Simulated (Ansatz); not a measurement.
## Ge5F: start and end of a relaxation

Recipe of this trial structure of Ge5F: random cell by space group and Wyckoff sites (P6/mmm, No. 191). The dimensions are guesses.

start.xyz

```xyz
6
Lattice="4.6959 0.0000 0.0000 -2.3480 4.0668 0.0000 0.0000 0.0000 7.0005" Properties=species:S:1:pos:R:3 pbc="T T T"
Ge    0.0000    2.7112    2.3301
Ge    2.3480    1.3556    2.3301
Ge    2.3480    1.3556    4.6704
Ge    0.0000    2.7112    4.6704
Ge    0.0000    0.0000    3.5003
F     0.0000    0.0000    0.0000
```

These are results of DFT PBE, scalar-relativistic, plane waves, PAW (Ansatz 0.2.0), not measurements. Cutoff 420 eV, Gaussian smearing, Γ-centred meshes. Cell and atoms relax first on a coarse mesh and then on a finer one. In between, the cell is made exact in the group found at 0.06 Å. In metals the finer mesh still leaves noise of several meV/atom or more. The steps can't lower the symmetry of their start. No spin polarisation.

end.xyz

```xyz
6
Lattice="4.6617 0.0000 0.0000 -2.3309 4.0372 0.0000 0.0000 0.0000 5.5238" Properties=species:S:1:pos:R:3 pbc="T T T"
Ge    0.0000    2.6915    1.3122
Ge    2.3309    1.3457    1.3122
Ge    2.3309    1.3457    4.2117
Ge    0.0000    2.6915    4.2117
Ge    0.0000    0.0000    2.7619
F     0.0000    0.0000    0.0000
```

The symmetry stays P6/mmm (No. 191). The volume per atom shrinks by 22.2 %, from 22.3 to 17.3 Å³. The shortest distance goes from 2.34 Å (Ge–Ge) to 2.62 Å (Ge–Ge). The ratio c/a of the conventional cell changes by a factor of 0.79. The energy falls by about 0.37 eV/atom (the start's value is from the coarse mesh).

- Volume per atom: 17.33 Å³
- Density: 6.10 g/cm³
- Formation energy: −0.11 eV/atom
- Gap on the 12×12×8 mesh of the 6-atom cell: 0 eV (a metal)

Formation energies are uncorrected and refer to the elements' standard structures at the same level (F₂ as a molecule). Whether it is stable depends on the other phases of the system, which aren't compared here.

The last run used Gaussian smearing of 0.10 eV. Symmetry constrained the relaxation, so the result can be a saddle point. In all, the 3 runs took 3.7 min on 1 thread of Intel(R) Xeon(R) Platinum 8488C (Sapphire Rapids), with other jobs on the host.
